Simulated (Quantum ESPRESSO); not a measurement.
Space group Fm-3m (No. 225); a = 6.1394 Å, b = 6.1394 Å, c = 6.1394 Å, α = 90.00°, β = 90.00°, γ = 90.00°

| atom | site | symmetry | x | y | z |
|---|---|---|---|---|---|
| S | 4b | m-3m | 0.5000 | 0.5000 | 0.5000 |
| Ba | 4a | m-3m | 0.0000 | 0.0000 | 0.0000 |
(The calculation used a cell of 2 atoms; values per cell refer to that cell.)

The PBEsol cell relaxed from Materials Project entry mp-1500 was given an isotropic strain of -3 % on all lattice vectors, and the atoms were relaxed again.

What does PBEsol (Quantum ESPRESSO, PseudoDojo norm-conserving, 57 Ry, without SOC) give for the electronic structure near the Fermi level?

The PBEsol gap is 1.86 eV and nearly direct: the edges lie at Γ and X, the smallest direct gap within 0.02 eV of it. Another valence extremum on the path lies within 0.02 eV, too close to call.
